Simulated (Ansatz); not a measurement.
NbRu:
```xyz
2
Lattice="0.0000 2.5816 2.5816 2.5816 0.0000 2.5816 2.5816 2.5816 0.0000" Properties=species:S:1:pos:R:3 pbc="T T T"
Ru     0.0000     0.0000     0.0000
Nb     2.5816     2.5816     2.5816
```

Relaxed with r²SCAN. Special points in fractions of this cell's reciprocal vectors: Γ (0.000, 0.000, 0.000); X (0.500, 0.000, 0.500); U (0.625, 0.250, 0.625); K (0.375, 0.375, 0.750); L (0.500, 0.500, 0.500); W (0.500, 0.250, 0.750).

List the band energies nearest the Fermi level at these points for plane-wave PAW r²SCAN with spin–orbit coupling (Ansatz code).

In eV from the Fermi level; about four levels below and three above (degenerate sets whole), none deeper than 8.9 eV; points with the same levels are listed once.

```tsv
k	below	above
Γ	-4.15 -4.15 -4.15 -4.15 -4.04 -4.04	3.59 3.59 3.59 3.59
X	-0.73 -0.73 -0.60 -0.60	0.03 0.03 2.23 2.23
U	-2.53 -2.53 -1.12 -1.12	0.99 0.99 2.09 2.09
L	-0.76 -0.76 -0.76 -0.76	1.42 1.42 1.52 1.52
W	-1.09 -1.09 -0.64 -0.64	0.10 0.10 1.99 1.99
```

Space group Fm-3m (rock salt). The start of the workflow was typed in or built on a structure type; neither database checked (COD, Materials Project) lists it. COD files the formula under space group No. 123, 221. Whether it is the stable phase at ambient conditions was not checked. Symmetry was held in the r²SCAN relaxation. At this level the phase is mechanically unstable. The run is not spin-polarised. Its formation energy is positive at this level, so the cell may be metastable or incomplete.

Potentials: the later of the program's two PAW sets.
